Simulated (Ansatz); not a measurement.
TiB2 (AlB2 type, space group P6/mmm)

```
TiB2
1.0
    3.03199     0.00000     0.00000
   -1.51599     2.62578     0.00000
    0.00000     0.00000     3.22435
Ti B
1 2
Direct
  0.00000   0.00000   0.00000
  0.33333   0.66667   0.50000
  0.66667   0.33333   0.50000
```

In this cell atom 3 (B, nearest neighbour B at 1.751 Å; its periodic images, 3.0 Å or more away, move with it) is moved by u·(1.000, 0.000, 0.000) + v·(0.000, 0.000, 1.000); the rest is frozen.

Computed with PBE (plane waves to 420 eV, PAW, scalar-relativistic; Ansatz, a quantum-chemistry and plane-wave program). k mesh 14×14×12 (Γ-centred), Fermi-Dirac smearing 0.05 eV. Points where atoms come too close for the PAW data are left out (x in tables, blank in figures). With partly filled bands, energies and forces of such displacements shift with the k mesh and the smearing. Fu and Fv are the components of the force on the atom. TiB2 is run without spin polarisation. TiB2 was relaxed with its symmetry unable to fall. 

| Fu (eV/Å) | u = -0.440 | u = -0.220 | u = 0.000 | u = 0.220 | u = 0.440 |
|---|---|---|---|---|---|
| v = -0.440 | x | 4.44 | 0.00 | -4.44 | x |
| v = -0.220 | ? | 4.41 | 0.00 | -4.41 | ? |
| v = 0.000 | ? | 4.46 | 0.00 | -4.46 | ? |
| v = 0.220 | ? | 4.41 | 0.00 | -4.41 | ? |
| v = 0.440 | x | 4.44 | 0.00 | -4.44 | x |

Task: Complete the blanks.

Result: 
- v = -0.220, u = -0.440: 10.03
- v = -0.220, u = 0.440: -10.03
- v = 0.000, u = -0.440: 10.40
- v = 0.000, u = 0.440: -10.40
- v = 0.220, u = -0.440: 10.03
- v = 0.220, u = 0.440: -10.03

(A displaced cell: forces are minus the slopes of the energy, force constants its curvatures, and phonons follow from these.)
